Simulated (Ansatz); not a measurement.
AlN (wurtzite)

```
CELL_PARAMETERS angstrom
      3.13030     0.00000     0.00000
     -1.56515     2.71092     0.00000
      0.00000     0.00000     5.01801
ATOMIC_POSITIONS crystal
  Al 0.66667 0.33333 0.00337
  Al 0.33333 0.66667 0.50337
  N  0.66667 0.33333 0.62183
  N  0.33333 0.66667 0.12183
```

In this cell atom 4 (N, nearest neighbour Al at 1.903 Å; its periodic images, 3.1 Å or more away, move with it) is moved by s along Cartesian x, unit vector (1.000, 0.000, 0.000); all other atoms and the cell stay fixed.

The numbers are results of PBE (plane waves to 420 eV, PAW, scalar-relativistic; Ansatz, a quantum-chemistry and plane-wave program), not measurements. k mesh 10×10×6 (Γ-centred), Fermi-Dirac smearing 0.05 eV. The energy includes the smearing's −TS. AlN was relaxed with its symmetry unable to fall. ΔE is measured from the undisplaced structure.

Question: Estimate the ΔE (meV/cell) for s (Å) = -0.190, -0.152, -0.076, 0.038, 0.076, 0.114, 0.152, 0.190.

Answer: 
```tsv
s (Å)	ΔE (meV/cell)
-0.190	277.7
-0.152	175.8
-0.076	43.3
0.038	10.8
0.076	43.3
0.114	98.0
0.152	175.8
0.190	277.7
```

(A displaced cell: forces are minus the slopes of the energy, force constants its curvatures, and phonons follow from these.)
